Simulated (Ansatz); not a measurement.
SiC2N4:
```cif
data_C4N8Si2
_chemical_formula_sum 'Si2 C4 N8'
_space_group_name_H-M_alt 'P 1'
_space_group_IT_number 1
_cell_length_a 6.64148
_cell_length_b 6.64148
_cell_length_c 6.64148
_cell_angle_alpha 90.000
_cell_angle_beta 90.000
_cell_angle_gamma 90.000
loop_
_space_group_symop_operation_xyz
  'x, y, z'
loop_
_atom_site_label
_atom_site_type_symbol
_atom_site_fract_x
_atom_site_fract_y
_atom_site_fract_z
_atom_site_occupancy
Si1 Si 0.50000 0.50000 0.50000 1
Si2 Si 0.00000 0.00000 0.00000 1
C1 C 0.75000 0.25000 0.25000 1
C2 C 0.25000 0.25000 0.75000 1
C3 C 0.25000 0.75000 0.25000 1
C4 C 0.75000 0.75000 0.75000 1
N1 N 0.14568 0.85432 0.14568 1
N2 N 0.64568 0.64568 0.64568 1
N3 N 0.85432 0.14568 0.14568 1
N4 N 0.35432 0.35432 0.64568 1
N5 N 0.14568 0.14568 0.85432 1
N6 N 0.64568 0.35432 0.35432 1
N7 N 0.85432 0.85432 0.85432 1
N8 N 0.35432 0.64568 0.35432 1
```

Relaxed with r²SCAN. r²SCAN in the plane-wave PAW code Ansatz gives a gap of 4.82 eV.

What gap does HSE06 give on the same cell (Ansatz, PAW)?

5.57 eV, 0.75 eV more. The hybrid was solved on a coarser mesh and at special points; its gap is the smallest among all of these.

```
k  v1 r²SCAN  c1 r²SCAN  v1 HSE06  c1 HSE06
-  ---------  ---------  --------  --------
Γ       0.00       4.96      0.00      5.57
R      -0.02       4.88       ___       ___
M      -0.50       5.40       ___       ___
X      -0.49       5.33       ___       ___
```

Top valence (v1) and lowest conduction level (c1) in eV from each method's valence maximum (which need not be a listed point): supply the withheld HSE06 values.


- R, v1 HSE06: -0.02
- R, c1 HSE06: 5.70
- X, v1 HSE06: -0.51
- X, c1 HSE06: 6.15
- M, v1 HSE06: -0.52
- M, c1 HSE06: 6.26

Cost on shared cores: the r²SCAN run (SCF on a 4×4×4 mesh, then bands and DOS) roughly 4 core-minutes, the HSE06 run (SCF on 3×3×3, then a few points) about 10 core-minutes (a rough figure); the tasks are unlike.

Space group Pn-3m. The first step of the workflow began from a Materials Project structure, measured or hypothetical; the Crystallography Open Database files this formula in space group No. 224, but the cells were not matched. Whether it is the stable phase at ambient conditions was not checked. Symmetry was held in the r²SCAN relaxation; whether a distortion lowers the energy is not shown.

Potentials: the later of the program's two PAW sets.
